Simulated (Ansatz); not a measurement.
Al₂Ru (MoSi2 or CaC2 type, I4/mmm) under volume change, PBEsol in the plane-wave PAW code Ansatz, shape and atoms relaxed at each volume.

| V (Å³/atom) | E − E(relaxed) (meV/atom) | P (GPa) |
|---|---|---|
| 12.446 | 73.1 | 20.69 |
| 12.856 | (withheld) | (withheld) |
| 13.267 | 7.2 | 5.81 |
| 13.677 | 0.0 | 0.00 |
| 14.087 | 6.5 | -4.93 |
| 14.497 | 24.6 | -9.12 |
| 14.908 | (withheld) | (withheld) |

Q: Some entries are withheld; supply them.

A: 
- 14.908, E − E(relaxed) (meV/atom): 52.6
- 14.908, P (GPa): -12.65
- 12.856, E − E(relaxed) (meV/atom): 30.7
- 12.856, P (GPa): 12.65

Q: What does a third-order Birch–Murnaghan fit give for V₀, B₀ and B′?

A: V₀ = 13.68 Å³/atom, B₀ = 178 GPa, B′ = 4.4.

The workflow started from a Materials Project entry (that database holds measured and hypothetical structures alike); the Crystallography Open Database copy checked does not list it. With Al and Ru taken as one species the cell has the higher symmetry I4/mmm, so it may be an ordered model of a mixed-site phase. Its standing as an ambient phase is unchecked. The PBEsol relaxation kept the symmetry of its start; of distortions, only those at the zone centre were tested. No spin polarisation was allowed.

Potentials: the later of the program's two PAW sets.
